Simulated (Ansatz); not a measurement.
The cell below belongs to a search over invented structures; it isn't taken from experiment.

Input and command of a plane-wave DFT calculation in Ansatz:

```yaml
crystal:
  lattice:
    - [3.0086373187, 0.0, 0.0]
    - [0.0, 3.0086373187, 0.0]
    - [0.0, 0.0, 4.6785772353]
  atoms:
    - { symbol: Mn, position: [0.0, 0.0, 0.0], spin: 0.61 }
    - { symbol: Ru, position: [0.5, 0.5, 0.5] }
    - { symbol: "N", position: [0.0, 0.5, 0.2172645761] }
    - { symbol: "N", position: [0.5, 0.0, 0.7827354239] }
basis:
  ecutwfc: 500
kpoints:
  mp_grid: { grid: [12, 12, 8] }
hamiltonian:
  xc: r2scan
scf:
  occupations: { method: gaussian, width: 0.1 }
output:
  forces: true
  stress: true
  eigenvalues: true
  populations: true
magnetization:
  spin_polarized: true
```

```bash
ansatz run input.yaml --threads 1 --pin off --max-ram 2560MiB --backend cpu --events-out ev --progress --plain --runs-dir out
```

Processor: Intel(R) Xeon(R) Processor @ 2.70GHz, 1 thread, on a host shared with other jobs.

Question: How long does it run, and how much memory does it take?

Answer: About 110 s, peak memory 0.74 GiB. It solves 25 bands at 140 k points (after reduction by symmetry) with about 1073 plane waves, in 19 SCF iterations.
